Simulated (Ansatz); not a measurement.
## Equation of state of Li3LaBi2

A database entry relaxed whole under r2SCAN (P-3m1):

```yaml
crystal:
  lattice:
    - [4.73236, 0.00000, 0.00000]
    - [-2.36618, 4.09835, 0.00000]
    - [0.00000, 0.00000, 7.60461]
  atoms:
    - { symbol: Li, position: [0.33333, 0.66667, 0.64163] }
    - { symbol: Li, position: [0.66667, 0.33333, 0.35837] }
    - { symbol: Li, position: [0.00000, 0.00000, 0.50000] }
    - { symbol: La, position: [0.00000, 0.00000, 0.00000] }
    - { symbol: Bi, position: [0.33333, 0.66667, 0.25639] }
    - { symbol: Bi, position: [0.66667, 0.33333, 0.74361] }
```

The cell was scaled uniformly, its shape held, and the atoms relaxed at each volume with plane-wave PAW DFT (Ansatz 0.2.0; r2SCAN, 500 eV, 6×6×4 Γ-centred mesh, fermi-dirac occupations of width 0.020 eV; no spin, no spin-orbit coupling). One row is withheld.

| volume (Å³/atom) | energy over the lowest (meV/atom) | pressure (GPa) |
| --- | --- | --- |
| 23.107 | 12.1 | 2.75 |
| 23.598 | ? | ? |
| 24.090 | 1.3 | 0.83 |
| 24.582 | 0.0 | 0.01 |
| 25.073 | 1.1 | -0.73 |
| 25.565 | 4.4 | -1.41 |
| 26.057 | 9.7 | -2.01 |

Question: Fit the pressures of the other rows to the third-order Birch-Murnaghan form.

Answer: With f = [(V₀/V)^(2/3) − 1]/2 and P = 3B₀f(1 + 2f)^(5/2)[1 + 3(B₀′ − 4)f/2], least squares gives V₀ = 24.59 Å³ an atom, B₀ = 39 GPa and B₀′ = 4.1; the rows miss the fit by less than 0.01 GPa. The slope of the energies differs from these pressures by less than 0.05 GPa.

Question: What does the withheld row hold?

Answer: The fit gives 1.74 GPa at 23.598 Å³; the run gave 1.75 GPa and 5.2 meV an atom.

Caveats: the shape of the cell was held, so B₀ is an upper bound where the axes differ in stiffness; 0 K, fixed nuclei; the symmetry was kept, and this need not be the phase that is stable at 0 K; one mesh for all volumes; pressure is positive in compression.
